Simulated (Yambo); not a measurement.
Yambo run on SrO (rock salt, space group Fm-3m, No. 225). The wavefunctions are norm-conserving PBEsol (Quantum ESPRESSO, 84 Ry, without SOC) ones on a 6×6×6 mesh (8 occupied bands); a = 3.620 Å, b = 3.620 Å, c = 3.620 Å, α = 60.00°, β = 60.00°, γ = 60.00°.

Yambo input:

```
rim_cut
HF_and_locXC
RandQpts= 1000000
RandGvec= 1 Ry
EXXRLvcs= 84 Ry
VXCRLvcs= 336 Ry
% QPkrange
 1 | 1 | 8 | 9 |
 4 | 4 | 8 | 9 |
 13 | 13 | 8 | 9 |
%
```

k points by index: 1 = Γ, 4 = L, 13 = X.

The o-*.hf file then holds:

```
#    K-point    Band    Eo [eV]    Ehf [eV]    Vxc [eV]    Vnlxc [eV]
#
    1    8    0.000000    -5.326408    -18.77244    -24.09885
    1    9    3.956941    8.428023    -10.36612    -5.895041
    4    8    -1.148632    -6.652897    -17.20225    -22.70651
    4    9    6.583357    11.86752    -14.11537    -8.831207
    13    8    -0.067822    -5.404775    -18.62017    -23.95712
    13    9    3.202945    7.958310    -9.543739    -4.788374
```
Exchange alone, without screening.

Geometry relaxed with PBEsol.
